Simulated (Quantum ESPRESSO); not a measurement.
# Computed records: Si3Ge3C2 (made-up cell)

All values are calculated (Quantum ESPRESSO 7.5). Calculation on a made-up crystal cell, not a measurement: periodic Kohn-Sham density functional theory in plane waves with PseudoDojo standard norm-conserving scalar-relativistic pseudopotentials, each functional with its own files (v0.5 for PBE, v0.4.1 for LDA and PBEsol), no spin polarisation, no spin-orbit coupling, atoms not relaxed, stress positive in tension, energies less a fixed whole-eV offset for each atom's element; levels are Kohn-Sham levels at fractions of this cell's reciprocal vectors, counted from the reference band (half the neutral cell's valence electrons, rounded up) at Gamma; error bars cover cutoff and k-mesh only, not smearing or the files; added strain carries the atoms with the cell, and shear is the tensor component; each bar is the largest change over components, and at least 0.002 eV, 0.002 eV per angstrom or 0.02 GPa; energies are for the whole cell, and the offsets were chosen from early runs and are not element reference energies.

## Si3Ge3C2 (made-up cell)

```
cell vectors (Å)
   5.7354     0.0000     0.0000
   0.0000     5.7354     0.0000
   0.0000     0.0000     5.7354
atoms (fractions of the cell vectors)
C  -0.00586 -0.01482  0.01848
Ge -0.01376  0.50629  0.49393
Si  0.49167 -0.00989  0.50047
Ge  0.50818  0.49393  0.00877
Si  0.27029  0.25730  0.24044
Ge  0.22522  0.74666  0.74711
Si  0.75283  0.25031  0.75107
C   0.72631  0.75194  0.25695
```

```
lattice type         : zincblende/diamond
functional           : pbe
cutoff               : 1116 eV
fermi dirac smearing : 0.1 eV
scf tolerance        : 1e-07 eV
electrons removed    : 0
k mesh               : 6 x 6 x 6, shifted by half a step
stress xy            : withheld
stress xx            : withheld
pressure             : withheld
stress yy            : withheld
```

Atoms:
```
atoms element  atom site  atom energy offset (eV)
            C          1                     -163
           Ge          2                    -2430
           Si          3                     -115
           Ge          4                    -2430
           Si          5                     -115
           Ge          6                    -2430
           Si          7                     -115
            C          8                     -163
```

Question: Estimate the stress xy of Si3Ge3C2 (made-up cell).
Answer: -2.42 GPa

Question: What stress xx does the calculation give for Si3Ge3C2 (made-up cell)?
Answer: 13.12 GPa

Question: Estimate the pressure of Si3Ge3C2 (made-up cell).
Answer: -13.19 GPa

Question: What stress yy does the calculation give for Si3Ge3C2 (made-up cell)?
Answer: 13.32 GPa

Question: Give the table of levels values for Si3Ge3C2 (made-up cell).
Answer: 
Levels:
```
level k point  next band up (eV)
        Gamma             0.2112
(1/2,1/2,1/2)            -0.5073
   (0.15,0,0)             0.2476
   (0,0.15,0)             0.2256
   (0,0,0.15)             0.2446
```

Further results for Si3Ge3C2 (made-up cell):

```
free energy less offsets : 5.884 eV
smearing term minus ts   : -0.04095 eV
scf iterations           : 11
stress zz                : 13.14 GPa
stress yz                : 1.834 GPa
stress xz                : 1.134 GPa
fermi level              : -0.04488 eV
reference band           : 31
error bar energy         : 0.002274 eV
error bar stress         : 0.02822 GPa
error bar force          : 0.004473 eV/Å
error bar next band up   : 0.002 eV
error bar fermi level    : 0.01418 eV
error bars from          : tighter rerun of a related cell
```

Forces:
```
site  x (eV/Å)  y (eV/Å)  z (eV/Å)
   1   0.07942    0.6063   -0.6729
   2   -0.8552   0.02375    -1.409
   3     1.139   -0.2161   -0.8898
   4    0.9245     1.619  -0.07129
   5    -1.944    -1.704    0.5547
   6    0.0118     1.201      1.57
   7    0.4644    -1.514    0.6365
   8    0.1793  -0.01619    0.2813
```
